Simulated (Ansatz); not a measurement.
**Electric field gradients in CsPbBr$_{3}$**

The calculation used Ansatz, DFT PBE, scalar-relativistic, plane waves, PAW. Plane waves to 420 eV; Γ-centred k mesh 6×6×6; fixed occupations. No spin polarisation.

Equilibrium structure at this level:
```xyz
5
Lattice="6.0027 0.0000 0.0000 0.0000 6.0027 0.0000 0.0000 0.0000 6.0027" Properties=species:S:1:pos:R:3 pbc="T T T"
Cs    0.0000    0.0000    0.0000
Pb    3.0014    3.0014    3.0014
Br    0.0000    3.0014    3.0014
Br    3.0014    0.0000    3.0014
Br    3.0014    3.0014    0.0000
```

Spin–orbit coupling is left out, which matters for gradients at heavy nuclei.

Task: Give V_zz (10²¹ V/m²) and the asymmetry η at each distinct site.

Result:
| atom | V_zz | η |
| --- | --- | --- |
| Cs (atom 1) | 0.000 | zero by symmetry |
| Pb (atom 2) | 0.000 | zero by symmetry |
| Br (atom 3) | 21.40 | 0.00 |

Symmetry holds off the tilts and polar distortions that many cubic perovskites undergo.

Cost: 1 run of about 0.074 core-minutes, on Intel Xeon 6975P-C (Granite Rapids) (shared hosts).